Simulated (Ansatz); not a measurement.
## CaPdCl$_{6}$: reading a single point

```
Ca Cl Pd
1.0
     3.24901    5.62745    0.00000
    -3.24901    5.62745    0.00000
    -3.24901    1.87581    6.08902
Ca Cl Pd
1 6 1
Direct
  0.50000 0.00000 0.50000
  0.24900 0.84600 0.79000
  0.90500 0.45900 0.79000
  0.63600 0.11500 0.79000
  0.75100 0.15400 0.21000
  0.09500 0.54100 0.21000
  0.36400 0.88500 0.21000
  0.00000 0.00000 0.00000
```

Single point in Ansatz 0.2.0 with r2SCAN, no spin polarisation. Cutoff 500 eV, PAW datasets, 6×6×6 Γ-centred k mesh, gaussian filling (width 0.0225 eV).

- Stress: The pressure is -2.0 GPa (compression positive), so with the atoms held at these fractions the cell would first shrink.
- Formation energy: -1.25 eV an atom against the elements' usual phases (free molecules for gases, crystals otherwise, with no correction for O₂ or N₂), so it is bound against them; other compounds may still compete. Relaxing would lower it.
- Charges: Bader charges in e: Ca +1.63, Pd +1.08, Cl -0.45. In the mean Ca gives up most and Cl takes most.
- Electronic structure: The gap is 1.31 eV, indirect (the least direct gap found is 1.35 eV). A semilocal functional usually gives too small a gap.
- Band edges: Within 0.7 eV of the edges, the states project mainly on Cl p (93 %) below the gap and on Cl p (60 %) and Pd d (34 %) above it.

Origin: a known structure type with other elements, at an estimated volume, so it need not be a known compound.
